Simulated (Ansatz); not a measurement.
The calculation used DFT PBE, scalar-relativistic, plane waves, PAW (Ansatz 0.2.0). All cells share a 420 eV cutoff and Γ-centred k meshes spaced at most about 0.3 Å⁻¹ (about 0.25 or finer for metals, 2π included). No spin polarisation in the final relaxations.

Each of these unrelaxed guesses is relaxed in cell and atoms within its symmetry. A guess keeps its type if space group and coordination stay and the shape of the cell changes little (axis ratios within about 15 %, angles within 6°); the volume may change.

1. NbSbO

Space group P4/nmm:1 (No. 129). a = 3.475 Å, b = 3.475 Å, c = 7.964 Å, α = 90.00°, β = 90.00°, γ = 90.00°
| atom | site | symmetry | x | y | z |
| --- | --- | --- | --- | --- | --- |
| Nb | 2a | -4m2 | 0.0000 | 0.0000 | 0.0000 |
| Sb | 2c | 4mm | 0.0000 | 0.5000 | 0.6150 |
| O | 2c | 4mm | 0.0000 | 0.5000 | 0.2590 |

2. Be2BiSb3

Space group P6/mmm (No. 191). a = 6.173 Å, b = 6.173 Å, c = 3.487 Å, α = 90.00°, β = 90.00°, γ = 120.00°
```json
{"atom": "Be", "site": "2c", "symmetry": "-6m2", "x": "0.3333", "y": "0.6667", "z": "0.0000"}
{"atom": "Sb", "site": "3g", "symmetry": "mmm", "x": "0.5000", "y": "0.0000", "z": "0.5000"}
{"atom": "Bi", "site": "1a", "symmetry": "6/mmm", "x": "0.0000", "y": "0.0000", "z": "0.0000"}
```

3. Li3SiS2

Space group R-3m:H (No. 166). a = 7.377 Å, b = 7.377 Å, c = 9.035 Å, α = 90.00°, β = 90.00°, γ = 120.00°
```csv
atom,site,symmetry,x,y,z
Li,9d,.2/m,0.8333,0.1667,0.1667
Si,3b,-3m,0.0000,0.0000,0.5000
S,6c,3m,0.0000,0.0000,0.7500
```

4. ZrH4

Space group P6/mmm (No. 191). a = 3.086 Å, b = 3.086 Å, c = 6.578 Å, α = 90.00°, β = 90.00°, γ = 120.00°
```
atom  site  symmetry       x       y       z
  Zr    1b     6/mmm  0.0000  0.0000  0.5000
   H    4h       3m. 0.3333  0.6667  0.8149
```

Q: Which keep their type?

A: Guess 2 keeps its type.

```
guess  kept  start group  end group  V start (Å³/atom)  V end  b/a and c/a, end over start  nearest neighbours start  nearest neighbours end
    1    no       P4/nmm     P4/nmm               16.0   18.7                   1.00, 0.70           Nb 8, O 9, Sb 5         Nb 4, O 4, Sb 5
    2   yes       P6/mmm     P6/mmm               19.2   23.0                   1.00, 0.98         Be 6, Bi 20, Sb 4       Be 6, Bi 20, Sb 4
    3    no         R-3m       R-3m               23.7   23.5                   1.00, 1.28           Li 2, S 4, Si 2         Li 2, S 4, Si 2
    4    no       P6/mmm     P6/mmm               10.9    7.6                   1.00, 0.62                H 3, Zr 18              H 7, Zr 12
```

Neighbours count within 15 % of an atom's shortest distance; end groups are read at 0.02 Å (0.05 Å in metals).

These runs have no spin–orbit coupling, which can matter for Bi and Sb. In Li3SiS2 R-3m an odd number of electrons in the primitive cell allows no gap without spin; a larger cell or a magnetic state could open one. A magnetic state wasn't ruled out in cells without spin, among them Li3SiS2 R-3m. Cells relaxed within their symmetry can be saddle points.
